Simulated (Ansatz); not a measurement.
ZrTa:
```cif
data_TaZr
_chemical_formula_sum 'Ta1 Zr1'
_space_group_name_H-M_alt 'P 1'
_space_group_IT_number 1
_cell_length_a 3.94196
_cell_length_b 3.94196
_cell_length_c 3.94196
_cell_angle_alpha 60.000
_cell_angle_beta 60.000
_cell_angle_gamma 60.000
loop_
_space_group_symop_operation_xyz
  'x, y, z'
loop_
_atom_site_label
_atom_site_type_symbol
_atom_site_fract_x
_atom_site_fract_y
_atom_site_fract_z
_atom_site_occupancy
Ta1 Ta 0.00000 0.00000 0.00000 1
Zr1 Zr 0.50000 0.50000 0.50000 1
```

Relaxed with PBEsol.

Task: Decompose the optical modes at the zone centre into irreducible representations, and say which are infrared and Raman allowed.

Result: Point group m-3m: Γ_opt = T1u. Infrared: T1u. Raman: none.

Task: Assign frequencies (DFPT, PBEsol (plane waves, PAW; program Ansatz)).

Result: T1u 206 cm⁻¹.

Space group Fm-3m (rock salt). The start of the workflow was typed in or built on a structure type; neither database checked (COD, Materials Project) lists it. Its standing as an ambient phase is unchecked. The PBEsol relaxation kept the symmetry of its start. At this level the phase is mechanically unstable. The run is not spin-polarised. Its formation energy is positive at this level, so the cell may be metastable or incomplete. As this level gives no gap, phonon frequencies hold no LO–TO term and depend on the k-mesh and smearing (Fermi–Dirac, 0.1 eV here). Spin–orbit coupling is left out wherever it is not named.

Potentials: the earlier of the program's two PAW sets. The files were generated under PBE; for other functionals the program regenerates the frozen cores, and for LDA and PBEsol the local potential too.
